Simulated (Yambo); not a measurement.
Au₂S (space group Pn-3m, No. 224), G0W0@LDA (Yambo, plasmon pole, terminator in G, 2×2×2 mesh): gap Γ → Γ in eV by bands and screening block.

| bands (W and G) | 2 Ry | 3 Ry | 5 Ry | 6 Ry | 8 Ry |
|---|---|---|---|---|---|
| 78 | 2.71 | 2.71 | ? | 2.73 | 2.76 |
| 115 | 2.60 | 2.60 | 2.65 | 2.67 | 2.70 |
| 165 | 2.57 | 2.58 | 2.65 | 2.67 | 2.71 |
| 225 | 2.55 | 2.56 | 2.63 | 2.65 | 2.70 |
| 286 | ? | 2.55 | ? | 2.64 | 2.69 |

Question: Estimate the withheld gaps from their neighbours; the computed values follow.

Answer: 
- 78, 5 Ry: 2.72
- 286, 2 Ry: 2.54
- 286, 5 Ry: 2.61

The largest settings aren't shown to be the converged limit.

Spin-orbit coupling is not included.

Geometry of the Materials Project entry, not relaxed at this level; primitive cell a = 5.274 Å, b = 5.274 Å, c = 5.274 Å, α = 90.00°, β = 90.00°, γ = 90.00°.
